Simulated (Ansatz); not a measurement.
PbS (zinc blende, space group No. 216) at seven volumes, the program Ansatz at the PBE level (PAW), scaled uniformly. One row is withheld.

| V (Å³/atom) | P (GPa) |
|---|---|
| 33.414 | 4.04 |
| 34.516 | 2.48 |
| 35.617 | 1.14 |
| 36.719 | 0.00 |
| 37.820 | ? |
| 38.922 | -1.82 |
| 40.023 | -2.53 |

### Question
Fit the shown pressures and predict the withheld one.

### Answer
P = (3/2)B₀(x^(7/2) − x^(5/2))[1 + (3/4)(B′ − 4)(x − 1)] with x = (V₀/V)^(2/3). Least squares on the six rows gives V₀ = 36.718 Å³/atom, B₀ = 35.2 GPa, B′ = 4.18. At V = 37.820, x = 0.9805 and P = -0.98 GPa. The run itself gave -0.98 GPa.

Space group F-43m (zinc blende). The cell is a constructed one: a structure type filled with these elements; neither database checked (COD, Materials Project) lists it. It is not the phase usual at ambient conditions (space group No. 225). The PBE relaxation kept the symmetry of its start. At this level the phase is mechanically unstable. Scalar-relativistic: spin–orbit coupling is off unless named, which matters more the heavier the elements.

Potentials: the later of the program's two PAW sets.
